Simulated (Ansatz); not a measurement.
AlP (zinc blende, F-43m) at seven volumes, plane-wave PAW PBEsol (Ansatz code), scaled uniformly. One row is withheld.

| V (Å³/atom) | P (GPa) |
|---|---|
| 18.622 | 9.94 |
| 19.236 | 6.11 |
| 19.850 | 2.82 |
| 20.463 | 0.00 |
| 21.077 | ? |
| 21.691 | -4.49 |
| 22.305 | -6.26 |

**Question.** Fit the shown pressures and predict the withheld one.

**Answer.** P = (3/2)B₀(x^(7/2) − x^(5/2))[1 + (3/4)(B′ − 4)(x − 1)] with x = (V₀/V)^(2/3). Least squares on the six rows gives V₀ = 20.464 Å³/atom, B₀ = 86.8 GPa, B′ = 4.11. At V = 21.077, x = 0.9805 and P = -2.41 GPa. The run itself gave -2.42 GPa.

The cell was relaxed with PBEsol under the symmetry of its start.

Potentials: the later of the program's two PAW sets.
